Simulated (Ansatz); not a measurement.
Ge2Pt3 in space group Cmcm (No. 63; Ge on 4b, Ge on 4c, Pt on 4c, Pt on 8f) under volume change, r²SCAN in the plane-wave PAW code Ansatz, shape and atoms relaxed at each volume.

| V (Å³/atom) | E − E(relaxed) (meV/atom) | P (GPa) |
|---|---|---|
| 15.219 | 37.0 | 13.07 |
| 15.705 | 8.6 | 5.90 |
| 16.190 | 0.0 | 0.00 |
| 16.676 | 7.5 | -4.86 |
| 17.162 | 28.5 | -8.89 |

**Question.** What does a third-order Birch–Murnaghan fit give for V₀, B₀ and B′?

**Answer.** V₀ = 16.19 Å³/atom, B₀ = 179 GPa, B′ = 5.4.

The workflow started from a Materials Project entry (that database holds measured and hypothetical structures alike); the Crystallography Open Database copy checked does not list it. COD files the formula under space group No. 62, so this cell is another polymorph or a model. Its standing as an ambient phase is unchecked. Symmetry was held in the r²SCAN relaxation; whether a distortion lowers the energy is not shown. The run is not spin-polarised. Scalar-relativistic: spin–orbit coupling is off unless named, which matters more the heavier the elements.

Potentials: the later of the program's two PAW sets.
